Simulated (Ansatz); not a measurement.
## Two states of GdTl₅Co

```
CELL_PARAMETERS angstrom
4.83364 0.00000 0.00000
0.00000 4.83364 0.00000
0.00000 0.00000 7.87819
ATOMIC_POSITIONS crystal
Tl 0.00000 0.50000 0.30510
Tl 0.50000 0.00000 0.30510
Tl 0.00000 0.50000 0.69490
Tl 0.50000 0.00000 0.69490
Co 0.00000 0.00000 0.50000
Tl 0.50000 0.50000 0.00000
Gd 0.00000 0.00000 0.00000
```

Level: PBE; 420 eV; 5×5×3 Γ-centred mesh; cold occupations (width 0.0109 eV); Ansatz 0.2.0, fixed geometry.

State A: Co5 down, Gd7 up (collinear spin). State B: no moments (no spin polarisation).

Q: Compare the two self-consistent states.

A: State A is lower by 1023.6 meV an atom at zero smearing.

```json
{"state": "A", "free energy (meV/atom)": "0.0", "largest moment in a small sphere (μB)": "6.98", "net moment (μB/cell)": "6.62", "gap on mesh (eV)": "metal", "pressure (GPa)": "-2.0", "largest force (eV/Å)": "0.06"}
{"state": "B", "free energy (meV/atom)": "1023.6", "largest moment in a small sphere (μB)": "0.00", "net moment (μB/cell)": "0.00", "gap on mesh (eV)": "metal", "pressure (GPa)": "-1.8", "largest force (eV/Å)": "0.08"}
```

Origin: a known structure type with other elements, at an estimated volume, so it need not be a known compound. Caveats: f shells without a U or exact exchange are poorly placed; open f shell without moments.
